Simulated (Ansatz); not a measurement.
Input:

GeRh:
```yaml
crystal:
  lattice:
    - [5.34573, 0.00000, 0.00000]
    - [-2.67286, 4.62954, 0.00000]
    - [0.00000, 0.00000, 3.95028]
  atoms:
    - { symbol: Rh, position: [0.50000, 0.00000, 0.00000] }
    - { symbol: Rh, position: [0.50000, 0.50000, 0.00000] }
    - { symbol: Rh, position: [0.00000, 0.50000, 0.00000] }
    - { symbol: Ge, position: [0.00000, 0.00000, 0.00000] }
    - { symbol: Ge, position: [0.33333, 0.66667, 0.50000] }
    - { symbol: Ge, position: [0.66667, 0.33333, 0.50000] }
```

This is the PBEsol-relaxed structure.

All from plane-wave PAW PBEsol (Ansatz code), unless another level is named. Predict the electronic character.

metallic (no gap).

What about the formation energy from the elements (no fitted shifts)?

-0.40 eV/atom.

Predict the gap with spin–orbit coupling.

none (metallic).

Space group P6/mmm. A made-up cell: these elements were put on the sites of a structure type; neither database checked (COD, Materials Project) lists it. COD files the formula under space group No. 62. Its standing as an ambient phase is unchecked. The cell was relaxed with PBEsol under the symmetry of its start; its stability against distortions is not shown here. The run is not spin-polarised. The references are the lowest solids computed at this level, not always the standard phases. Scalar-relativistic: spin–orbit coupling is off unless named, which matters more the heavier the elements.

Potentials: the earlier of the program's two PAW sets. The files were generated under PBE; for other functionals the program regenerates the frozen cores, and for LDA and PBEsol the local potential too.
